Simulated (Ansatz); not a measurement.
The start is a relaxed C cell, doubled along one cell vector, shaken by Gaussian noise of σ = 0.08 Å a coordinate. The structure is fully relaxed (lattice and positions, P = 0) with PBEsol (plane waves to 420 eV, PAW, scalar-relativistic; Ansatz, a program for electronic structure). First-step values are on the input's coarse k-mesh.

Ansatz input (later rounds restart from its end on a renewed k-mesh):
Ansatz 0.2 input:
```yaml
crystal:
  lattice:
    - [4.435610822, 0, 0]
    - [-2.217805411, 3.8413516532, 0]
    - [0, 0, 5.0388472752]
  atoms:
    - { symbol: C, position: [0.4130010187, 0.8883041258, 0.1520019722] }
    - { symbol: C, position: [0.4471844964, 0.9146522528, 0.6137463696] }
    - { symbol: C, position: [0.5398368503, 0.4335347628, 0.3783025217] }
    - { symbol: C, position: [0.5370750468, 0.4410381064, 0.8775711809] }
    - { symbol: C, position: [0.1109664094, 0.540958863, 0.1333449191] }
    - { symbol: C, position: [0.1143023726, 0.5404136143, 0.6682670822] }
    - { symbol: C, position: [0.5547958887, 0.1290500534, 0.395365948] }
    - { symbol: C, position: [0.5801682583, 0.0890825128, 0.8619268445] }
    - { symbol: C, position: [0.4681121974, 0.5383117399, 0.1449362812] }
    - { symbol: C, position: [0.425699403, 0.5315395647, 0.6313424988] }
    - { symbol: C, position: [0.8979124285, 0.4476151314, 0.3590286184] }
    - { symbol: C, position: [0.9035545578, 0.4614725664, 0.8716442954] }
basis: { ecutwfc: 420, ecutrho_ratio: 4, xc_grid: 2, fft_grid_basis: typed }
kpoints: { mp_grid: { grid: [6, 6, 5] } }
hamiltonian:
  xc: pbesol
  dispersion: none
  pseudopotentials: { azcp: { folder: ./paw }, kind: paw }
scf: { occupations: { method: fermi_dirac, width: 0.05 } }
relax: { f_tol: 0.01, max_steps: 100, cell: { stress_tol: 0.02 } }
output: { forces: true, stress: true }
```

```yaml
largest_initial_force: 12.22 eV/Å, on C6 (atoms numbered as listed)
relative_to_the_parent: It returns to the parent structure, P6₃/mmc (No. 194)
Shortest distances (start → end): "The closest pairs of elements (up to four, under 3.6 Å), start → end: C–C 1.31 → 1.49 Å"
band_gap_at_the_end: 2.24 eV, direct at Γ (no spin-orbit coupling)
optimiser_moves: 7
```

The end point of the relaxation:

```cif
data_C6
_chemical_formula_sum 'C6'
_space_group_name_H-M_alt 'P63/mmc'
_space_group_IT_number 194
_space_group_name_Hall '-P 6c 2c'
_cell_length_a 4.43562
_cell_length_b 4.43562
_cell_length_c 2.51940
_cell_angle_alpha 90.000
_cell_angle_beta 90.000
_cell_angle_gamma 120.000
loop_
_atom_site_label
_atom_site_type_symbol
_atom_site_symmetry_multiplicity
_atom_site_Wyckoff_symbol
_atom_site_fract_x
_atom_site_fract_y
_atom_site_fract_z
_atom_site_occupancy
C1 C 6 h 0.55202 0.10404 0.25000 1
```

Final values are on a 9×9×13 k-mesh of the relaxed cell. No spin polarisation in the result.

The relaxed structure here is a generated cell of C: the first start was made by placing the elements on the sites of a structure type, and the end was not matched to a known phase here, so it may be hypothetical. A known form of C has the same space group but another cell.
